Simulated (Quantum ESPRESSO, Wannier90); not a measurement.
Wannierisation of SnAs (rock salt)

```xyz
2
Lattice="0.0000 2.8769 2.8769 2.8769 0.0000 2.8769 2.8769 2.8769 0.0000" Properties=species:S:1:pos:R:3 pbc="T T T"
Sn     2.8769     2.8769     2.8769
As     0.0000     0.0000     0.0000
```

Structure: Materials Project mp-2182, symmetrised, not relaxed again. COD (Crystallography Open Database) has an entry of this formula and space group (matched by these alone). Level: LDA, no spin polarisation, no spin-orbit coupling; pw.x of Quantum ESPRESSO at 64 Ry with PseudoDojo potentials, 10×10×10 k-points, Wannier90. Density: 10×10×10 mesh, cold smearing 0.01 Ry. Spin-orbit coupling is left out although heavy elements are present.

Base run: 8 functions from bands 11-25 of the 25 computed, start hydrogen-like Sn: s;p; As: s;p, centres 0.05 Å off the atoms, frozen window up to 1.50 eV relative to the Fermi level, outer window open. Rows change the key named; with other orbitals the number of functions and the frozen window follow, as listed; window edges are relative to the Fermi level. The misfit compares interpolated bands with pw.x on a high-symmetry path, for states up to 1.0 eV relative to the Fermi level. Converged means that the tolerances were met: symmetric starts can stop on a saddle, which shows as a larger Ω_OD at equal Ω_I and can move the misfit too.

```csv
setting,functions,frozen to (eV),Ω_I (Å²),Ω_D (Å²),Ω_OD (Å²),rms misfit (meV),worst (meV),ended
base,8,1.50,11.33,0.00,2.69,2.9,23,converged
```

### Question
Starting from this base row, predict which settings stop with an error, and how Ω_I and the misfit move in the others: only the lowest 10 of the kept bands; only the lowest 11 of the kept bands; only the lowest 13 of the kept bands; dis_mix_ratio = 1.0.

### Answer
| setting | functions | frozen to (eV) | Ω_I (Å²) | Ω_D (Å²) | Ω_OD (Å²) | rms misfit (meV) | worst (meV) | ended |
|---|---|---|---|---|---|---|---|---|
| only the lowest 10 of the kept bands | 8 | 1.50 | 14.27 | 0.00 | 2.88 | 1.3 | 8.7 | converged |
| only the lowest 11 of the kept bands | 8 | 1.50 | 13.61 | 0.00 | 2.78 | 1.0 | 5.4 | converged |
| only the lowest 13 of the kept bands | 8 | 1.50 | 12.14 | 0.00 | 2.71 | 2.3 | 18 | converged |
| dis_mix_ratio = 1.0 | 8 | 1.50 | 11.33 | 0.00 | 2.68 | 2.9 | 23 | converged |
